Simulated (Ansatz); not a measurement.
BeS in space group P6_422 (No. 181; Be on 3c, S on 3d) under volume change, PBE+D3(BJ) in the plane-wave PAW code Ansatz, shape and atoms relaxed at each volume.

```csv
V (Å³/atom),E − E(relaxed) (meV/atom),P (GPa)
11.761,40.7,12.08
12.149,17.2,7.45
12.536,?,?
12.924,0.0,0.00
13.312,?,?
13.700,14.2,-5.60
14.087,30.5,-7.85
```

Fill in the missing entries.


- 13.312, E − E(relaxed) (meV/atom): 3.7
- 13.312, P (GPa): -3.00
- 12.536, E − E(relaxed) (meV/atom): 4.1
- 12.536, P (GPa): 3.46

What does a third-order Birch–Murnaghan fit give for V₀, B₀ and B′?

V₀ = 12.92 Å³/atom, B₀ = 107 GPa, B′ = 3.8.

The start of the workflow was typed in or built on a structure type; neither database checked (COD, Materials Project) lists it. COD files the formula under space group No. 216, so this cell is another polymorph or a model. Its standing as an ambient phase is unchecked. Symmetry was held in the PBE+D3(BJ) relaxation; its stability against distortions is not shown here.

Potentials: the earlier of the program's two PAW sets.
